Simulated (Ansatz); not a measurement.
ZnO:
```yaml
crystal:
  lattice:
    - [3.91077, 0.00000, 0.00000]
    - [0.00000, 3.91077, 0.00000]
    - [0.00000, 0.00000, 3.41486]
  atoms:
    - { symbol: Zn, position: [0.50000, 0.00000, 0.06145] }
    - { symbol: Zn, position: [0.00000, 0.50000, 0.93855] }
    - { symbol: O, position: [0.00000, 0.00000, 0.00000] }
    - { symbol: O, position: [0.50000, 0.50000, 0.00000] }
```

Relaxed with LDA. Special points in fractions of this cell's reciprocal vectors: Γ (0.000, 0.000, 0.000); X (0.000, 0.500, 0.000); M (0.500, 0.500, 0.000); Z (0.000, 0.000, 0.500); R (0.000, 0.500, 0.500); A (0.500, 0.500, 0.500).

**Question.** List the band energies nearest the Fermi level at these points for LDA (plane waves, PAW; program Ansatz).

**Answer.** In eV from the Fermi level; about four levels below and three above (degenerate sets whole), none deeper than 8.9 eV; … stands for higher levels left out; points with the same levels are listed once.

```
k                    below                above
-  -----------------------  -------------------
Γ  -2.84 -2.84 -1.60 -0.31               2.45 …
X  -3.58 -3.58 -1.94 -1.94          3.56 3.56 …
M  -1.61 -1.61 -0.01 -0.01          5.26 5.26 …
Z  -4.74 -2.76 -2.76 -2.27          3.17 3.94 …
R  -3.29 -3.29 -2.87 -2.87          3.50 3.50 …
A  -4.36 -4.36 -2.36 -2.36  0.01 0.01 2.09 2.09
```

Space group P4/nmm. The cell is a constructed one: a structure type filled with these elements; neither database checked (COD, Materials Project) lists it. It is not the phase usual at ambient conditions (space group No. 186). The LDA relaxation kept the symmetry of its start. At this level the phase is dynamically unstable (imaginary phonons). A crystal of weakly bound layers computed without a dispersion correction: the cell and the soft elastic constants depend strongly on that.

Potentials: the later of the program's two PAW sets.
